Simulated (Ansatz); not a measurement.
**Notes on a calculation: zincblende-structured ReBi**

The computed numbers are results of PBE, scalar-relativistic (no spin polarisation) in the plane-wave PAW code Ansatz at 420 eV, 10×10×10 k-mesh, Gaussian smearing of 0.05 eV; PAW files: Ansatz's generated set soft_2.

The cell came from substitution into a structure type; no database entry of this phase was matched, which doesn't show that none exists.

The first cell:

```
Re Bi
1.0
     0.00000    2.79792    2.79792
     2.79792    0.00000    2.79792
     2.79792    2.79792    0.00000
Re Bi
1 1
Direct
  0.00000 0.00000 0.00000
  0.25000 0.25000 0.25000
```

The first steps of the search for zero pressure:

| run | level | k-mesh | kind | V (Å³/atom) | P (GPa) | gap on the mesh (eV) |
| --- | --- | --- | --- | --- | --- | --- |
| 1 | PBE | 10×10×10 | fixed cell | 21.90 | 53.0 | 0.04 |
| 2 | PBE | 10×10×10 | fixed cell | 24.53 | 26.3 | 0.04 |

(1) At which volume does PBE reach zero pressure?

Answer:

(1) 30.07 Å³/atom, about 37.3 % over the start.

The steps that followed:

| run | level | k-mesh | kind | V (Å³/atom) | P (GPa) | E − E(final) (meV/atom) | gap on the mesh (eV) |
| --- | --- | --- | --- | --- | --- | --- | --- |
| 3 | PBE | 10×10×10 | fixed cell | 27.48 | 9.0 | 66.3 | metal |
| 4 | PBE | 10×10×10 | fixed cell | 30.18 | -0.3 | 0.1 | metal |
| 5 | PBE | 10×10×10 | fixed cell | 30.07 | 0.0 | 0.0 | metal |

The cell is relaxed to zero pressure at this level.

The final structure (symmetry read at 0.01 Å). Symmetry: F-43m, No. 216, cubic system. The conventional cell has a = 6.220 Å, b = 6.220 Å, c = 6.220 Å, α = 90.00°, β = 90.00°, γ = 90.00°. Around Re (site symmetry -43m) lie 4 Bi at 2.69 Å. Bi (site symmetry -43m) is surrounded by 4 Re at 2.69 Å. (Neighbours are counted to 15 % beyond the shortest distance.)

- At the final geometry the gap, band path included, is zero (metallic).
- The equation of state gives B0 = 80 GPa and B0′ = 4.6.
- Against the elements' standard states, run alike and uncorrected, the formation energy is 2.03 eV/atom, so this structure is unstable against them at this level.

For elements this heavy, spin–orbit coupling would shift levels and gaps; it isn't included here.
